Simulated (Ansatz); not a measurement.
Ga3Mo:
```xyz
4
Lattice="3.9229 0.0000 0.0000 0.0000 3.9229 0.0000 0.0000 0.0000 3.9229" Properties=species:S:1:pos:R:3 pbc="T T T"
Ga     0.0000     1.9614     1.9614
Ga     1.9614     1.9614     0.0000
Ga     1.9614     0.0000     1.9614
Mo     0.0000     0.0000     0.0000
```

This is the r²SCAN-relaxed structure.

Task: All from plane-wave PAW r²SCAN (Ansatz code), unless another level is named. Predict the density of states at the Fermi level.

Result: 1.1 states/eV per atom (mean over ±0.08 eV).

Task: Give the formation energy from the elements (no fitted shifts).

Result: 0.18 eV/atom.

Task: Next, the gap with spin–orbit coupling?

Result: none (metallic).

Space group Pm-3m (Cu3Au type). The cell is a constructed one: a structure type filled with these elements; neither database checked (COD, Materials Project) lists it. Whether it is the stable phase at ambient conditions was not checked. The r²SCAN relaxation kept the symmetry of its start; whether a distortion lowers the energy is not shown. No spin polarisation was allowed. The references are the lowest solids computed at this level, not always the standard phases. Spin–orbit coupling is left out wherever it is not named.

Potentials: the earlier of the program's two PAW sets.
